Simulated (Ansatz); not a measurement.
## Stationary points along a deformation path in W

The calculation used DFT r2SCAN, scalar-relativistic, plane waves, PAW (Ansatz). The runs took a 500 eV cutoff, a Γ-centred 30×30×30 mesh and Gaussian smearing (0.15 eV). Spin–orbit coupling is left out, which can shift energies with elements as heavy as these. No spin polarisation. Energies are free energies at this smearing, counted from the undisturbed cell; pressure is positive in compression.

The undisturbed cell (relaxed at this level; with this scan's settings it stands at 0.1 GPa):

```
CELL_PARAMETERS angstrom
-1.58418 1.58418 1.58418
1.58418 -1.58418 1.58418
1.58418 1.58418 -1.58418
ATOMIC_POSITIONS crystal
W 0.00000 0.00000 0.00000
```

At fixed volume and fractional coordinates, lengths along (0.000, 0.000, 1.000) are scaled against those across it; ρ is that ratio over its starting value. V = 15.903 Å³/atom. Δσ is the stress along the axis less the mean stress across it (compression positive).

| ρ | ΔE (meV/atom) | Δσ (GPa) | space group |
| --- | --- | --- | --- |
| 0.707 | 760.8 | 54.12 | I4/mmm |
| 0.780 | 513.8 | 31.76 | I4/mmm |
| 0.850 | 296.4 | 46.55 | I4/mmm |
| 1.000 | 0.0 | 0.00 | Im-3m |
| 1.200 | 289.3 | -36.06 | I4/mmm |
| 1.414 | 561.6 | -0.07 | Fm-3m |

Task: How does the stress give the slope of the energy, and where is the energy stationary?

Result: Along the path d ln(length) is 2/3 d ln ρ on the axis and −1/3 d ln ρ across it, so dE/d ln ρ = −(2/3) V Δσ: the energy falls with ρ where Δσ is positive. Δσ vanishes or changes sign at ρ = 1.000 (Im-3m), a minimum at 0.0 meV/atom; at ρ = 1.414 (Fm-3m, an end of the scan), at 561.6 meV/atom. Pairs of stationary points between two samples would go unseen, and could change a minimum read from distant neighbours into a maximum. At ρ = 1.000, 1.414 the cell is cubic, where symmetry alone makes the stress isotropic and the slope zero.

In a metal these slopes depend on the k mesh and the smearing.

Cost: 6 runs of about 8.2 core-minutes in all, on Intel Xeon Processor @ 2.50GHz (Skylake/Cascade Lake) (shared hosts).